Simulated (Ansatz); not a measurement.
The cell is a measured one (Crystallography Open Database entry 2102244); the temperature and pressure of the measurement aren't taken into account, and nothing was relaxed. The listed cell was then made from it by scaling, straining or moving an atom.

WC: DFT, PBEsol, all-electron LAPW, scalar-relativistic (Ansatz 0.2.0). What sets it apart from a plain run of this crystal: volume scaled by 1.06.

Command: `ansatz run input.yaml --threads 1 --pin off --max-ram 3072MiB --backend cpu --events-out ev --progress --plain --runs-dir out` The run took 61 s on 1 thread of Arm Neoverse V1, with other jobs on the host, peak memory 0.47 GiB.

```yaml
crystal:
  lattice:
    - [2.9573884556, 0.0, 0.0]
    - [-1.4786942278, 2.5611735314, 0.0]
    - [0.0, 0.0, 2.8844846746]
  atoms:
    - { symbol: W, position: [0.0, 0.0, 0.0] }
    - { symbol: C, position: [0.6666666667, 0.3333333333, 0.5] }
kpoints:
  mp_grid: { grid: [13, 13, 12] }
scf:
  occupations: { method: fermi_dirac, width: 0.05 }
hamiltonian:
  xc: pbesol
  pseudopotentials: { kind: all_electron, lapw: { basis_error: 0.001 } }
output:
  forces: true
  stress: true
  eigenvalues: true
```

Output (standing set-up lines are left out):

```
LAPW: plane waves up to 9.193 Å⁻¹, error target 1.0e-3 eV per atom; small_component_spin mean_spin; C in spheres of 0.924 Å, 6 of its electrons in bands, Dirac shells []; W in spheres of 1.311 Å, 44 of its electrons in bands, Dirac shells []
Crystal: 2 atoms, lattice volume = 21.848 Å³
Basis set: ecut = 321.9934130772947 eV, 291 PW (Γ), exchange–correlation at level 2
Space group: P-6m2 (ITA 187), of the structure as read, at distance tolerance 2.8e-5 Å
iter 1 solved again at ethr=7.55e-3 eV; its pass at ethr=1.00e-1 eV (dr2=3.77e0 eV) is discarded
SCF iter   1: F=—  HF=-440108.451181 eV  |F-HF|=—  |Δ(HF+E_count)|=         —  Δρ=1.17e-1  dr2=3.77e0  ethr=7.55e-3  ⟨swp⟩=2.0  Hψ=27294  notcnv=0
preconditioner: auto → none  [metal: Δε(μ)=0.024 eV  Ē_g=27.201 eV  σ=0.050 eV  W_gap=0.12  n_scr=8 (ndim 8)  ℏωp=43.5 eV  f_vac=0.000  D(μ)=0.13/eV (n_scr^D=0)  sad-step TF]
iter 2 solved again at ethr=1.74e-4 eV; its pass at ethr=7.55e-3 eV (dr2=8.72e-2 eV) is discarded
SCF iter   2: F=—  HF=-440107.035249 eV  |F-HF|=—  |Δ(HF+E_count)|=    1.42e0  Δρ=2.25e-2  dr2=8.71e-2  ethr=1.74e-4  ⟨swp⟩=2.0  Hψ=22446  notcnv=0
SCF iter   3: F=—  HF=-440106.991157 eV  |F-HF|=—  |Δ(HF+E_count)|=         —  Δρ=1.15e-2  dr2=1.35e-2  ethr=1.74e-4  ⟨swp⟩=2.0  Hψ=13572  notcnv=0
the basis was enlarged: its passes take 582.9 KiB over the memory plan, 1 of 1 planned eigensolver slots
SCF iter   4: F=—  HF=-440106.990744 eV  |F-HF|=—  |Δ(HF+E_count)|=   4.13e-4  Δρ=3.56e-3  dr2=1.28e-3  ethr=2.71e-5  ⟨swp⟩=2.6  Hψ=13336  notcnv=0
SCF iter   5: F=—  HF=-440106.986660 eV  |F-HF|=—  |Δ(HF+E_count)|=   4.08e-3  Δρ=1.25e-3  dr2=2.24e-4  ethr=2.55e-6  ⟨swp⟩=2.6  Hψ=13251  notcnv=0
SCF iter   6: F=—  HF=-440106.986616 eV  |F-HF|=—  |Δ(HF+E_count)|=   4.41e-5  Δρ=1.17e-4  dr2=1.78e-6  ethr=4.47e-7  ⟨swp⟩=2.1  Hψ=13020  notcnv=0
SCF iter   7: F=—  HF=-440106.986615 eV  |F-HF|=—  |Δ(HF+E_count)|=   1.30e-7  Δρ=2.21e-5  dr2=8.11e-8  ethr=3.57e-9  ⟨swp⟩=2.7  Hψ=13272  notcnv=0
SCF iter   8: F=-440106.986615 eV  HF=-440106.986615 eV  |F-HF|=8.73e-10  |Δ(HF+E_count)|=   7.33e-9  Δρ=3.21e-6  dr2=8.07e-10  ethr=1.62e-10  ⟨swp⟩=2.5  Hψ=13112  notcnv=0
SCF 1 converged in 8 iterations: F = -440106.986615 eV  dr2 = 8.07e-10
SCF converged after 8 iterations
Free energy (F): -440106.986615 eV
Harris-Foulkes:  -440106.986615 eV  (|F-HF|=8.73e-10)
Internal energy: -440106.983612 eV  (E = F + TS)
E sigma→0 (E₀):  -440106.985114 eV
Entropy (-TS):   -0.003003 eV (-1.502 meV/atom)
Fermi energy:    24.066328 eV
--- Per-component energies (eV) ---
  E_band       = -4980.561725
  E_kinetic    = 492716.486227
  E_xc         = -8845.484594
  E_electrostatic = -923977.985245  (all electrons and nuclei)
  E_smearing   = -0.003003  (= −TS)
  E_closure    = 0.000000  (closes the sum)
  E_atoms      = -440084.679543  (free atoms, spherical and without spin; not in F)
  Σ components = -440106.986615   (vs F -440106.986615, Δ=0.00e0)
  Basis errors (estimates in eV, not in F): energy 3.6e-4 per atom: plane waves 3.2e-4 (1.8e-4 summed), levels above the bands 7.0e-95, relativity 3.6e-8, radial functions 4.2e-5, core shells 1.0e-7; eigenvalues (radial functions only) 2.7e-6; not estimated: angular momenta, meshes, grids; target (lapw.basis_error) 1.0e-3; muffin-tin radii C 0.924 Å, W 1.311 Å
--- Forces (eV/Å), atoms counted from 1 ---
  atom   1  W     -0.00000000     0.00000000     0.00000000
  atom   2  C      0.00000000     0.00000000     0.00000000
  max |Σ_I F_I| component: 1.48e-16 eV/Å
--- Stress (GPa, compression-positive) ---
      -20.388032      -0.000000       0.000000
       -0.000000     -20.388032       0.000000
        0.000000       0.000000     -23.988321
  P = ⅓ Tr σ = -21.5881 GPa (-215.881 kbar)
--- Band table (eV; the first three rows and the last of 147) ---
  k-point 0: bands = ["-393.4898", "-393.4898", "-393.4860", "-240.0229", "-208.7814", "-208.7814", "-208.7768", "-208.7768", "-208.7664", "-49.9061", "-13.9308", "-13.8456", "-13.8456", "-4.1512", "-4.1460", "-4.1460", "-4.1370", "-4.1370", "-4.1257", "-4.1159", "10.0419", "20.0273", "20.9409", "20.9409", "24.1807", "27.0633", "27.0633", "29.4312", "29.4312", "30.1000"]
  k-point 1: bands = ["-393.4898", "-393.4898", "-393.4860", "-240.0229", "-208.7814", "-208.7814", "-208.7768", "-208.7768", "-208.7664", "-49.9039", "-13.9744", "-13.8418", "-13.8418", "-4.1512", "-4.1464", "-4.1464", "-4.1361", "-4.1361", "-4.1274", "-4.1159", "10.2008", "19.9280", "21.0141", "21.0141", "24.1562", "26.5439", "26.5439", "29.7290", "29.7290", "30.2488"]
  k-point 2: bands = ["-393.4898", "-393.4898", "-393.4860", "-240.0229", "-208.7814", "-208.7814", "-208.7768", "-208.7768", "-208.7664", "-49.8980", "-14.0923", "-13.8315", "-13.8315", "-4.1510", "-4.1474", "-4.1474", "-4.1335", "-4.1335", "-4.1321", "-4.1159", "10.6596", "19.5060", "21.2236", "21.2236", "24.3271", "25.5783", "25.5783", "29.9822", "29.9822", "30.6354"]
  k-point 146: bands = ["-393.4898", "-393.4898", "-393.4860", "-240.0229", "-208.7814", "-208.7814", "-208.7768", "-208.7768", "-208.7664", "-49.8233", "-14.4004", "-14.2877", "-14.1835", "-4.1487", "-4.1444", "-4.1441", "-4.1388", "-4.1319", "-4.1304", "-4.1267", "13.4682", "17.3514", "18.8396", "22.4221", "23.3989", "28.2608", "29.9218", "30.9101", "32.6700", "33.5547"]
```
